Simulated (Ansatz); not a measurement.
# Property card for Al2InAs3

Level of theory: Ansatz 0.2.0, DFT PBE, scalar-relativistic, plane waves, PAW.

Cutoff 420 eV; k points 10×10×10 on the computed 6-atom cell (Γ-centred); Gaussian smearing, width 0.02 eV; no spin polarisation.

The structure is relaxed at this level of theory with its symmetry kept, and needn't be the ground state of this composition.

```yaml
crystal:
  lattice:
    - [-2.07507, 2.07507, 8.83075]
    - [2.07507, -2.07507, 8.83075]
    - [2.07507, 2.07507, -8.83075]
  atoms:
    - { symbol: Al, position: [0.82933, 0.82933, 0.00000] }
    - { symbol: Al, position: [0.17066, 0.17066, 0.00000] }
    - { symbol: In, position: [0.50000, 0.50000, 0.00000] }
    - { symbol: As, position: [0.40730, 0.90730, 0.50000] }
    - { symbol: As, position: [0.09270, 0.59270, 0.50000] }
    - { symbol: As, position: [0.75000, 0.25000, 0.50000] }
```

| Property | Result |
| --- | --- |
| Space group | I-4m2 (No. 119) |
| Volume per atom | 25.35 Å³ |
| Formation energy from the elements' standard states (uncorrected) | -0.391 eV/atom |
| Kohn–Sham band gap | 0.84 eV |
| Orbital (Löwdin) character of the top 1 eV of the valence band | As 4p 79 %, In 5p 11 %, Al 3p 8 % |
| Orbital (Löwdin) character of the lowest 1 eV of the conduction band | Al 3p 29 %, As 4s 18 %, Al 3s 12 %, As 4p 12 %, In 5p 11 %, In 5s 11 %, unprojected 7 % |
| Bulk modulus | 60 GPa |
| Its pressure derivative | 4.5 |
| Bader charge by site (e) | Al (2 in the cell) 1.92, In (1 in the cell) 0.75, As (2 in the cell) -1.34, As (1 in the cell) -1.91 |

The cell was found from a structure generator's guess, not taken from experiment. Kohn–Sham gaps at this level usually fall short of measured ones. Löwdin shares on free-atom orbitals overweight diffuse shells in the empty bands.
